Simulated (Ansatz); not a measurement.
Polymorphs of Si2Mo, each relaxed with r²SCAN in the plane-wave PAW code Ansatz:

A: P6_222
a = 4.5842 Å, b = 4.5842 Å, c = 6.5763 Å, α = 90.00°, β = 90.00°, γ = 120.00°

| atom | site | symmetry | x | y | z |
|---|---|---|---|---|---|
| Si | 6j | ..2 | 0.3277 | 0.1639 | 0.1667 |
| Mo | 3d | 222 | 0.5000 | 0.0000 | 0.5000 |

B: MoSi2 or CaC2 type (I4/mmm)
a = 3.2016 Å, b = 3.2016 Å, c = 7.8187 Å, α = 90.00°, β = 90.00°, γ = 90.00°

```tsv
atom	site	symmetry	x	y	z
Mo	2a	4/mmm	0.0000	0.0000	0.0000
Si	4e	4mm	0.0000	0.0000	0.3353
```

**Question.** Put the candidates in order of energy per atom at 0 K, lowest first, for r²SCAN.

**Answer.** B (+0 meV/atom), A (+30 meV/atom)

**Question.** Give each one's gap.

**Answer.** A 0.16 eV; B no gap.

Not the usual ambient phase: A. All cells were relaxed under the symmetry of their starts (and spin orders); stability against distortions was not tested throughout. Rows with no word on spin ran without spin polarisation. Spin–orbit coupling is left out wherever it is not named.

Energies hold the estimated change up to a 700 eV cutoff; steps of a few meV lie near the error of the meshes.

Potentials: the later of the program's two PAW sets.
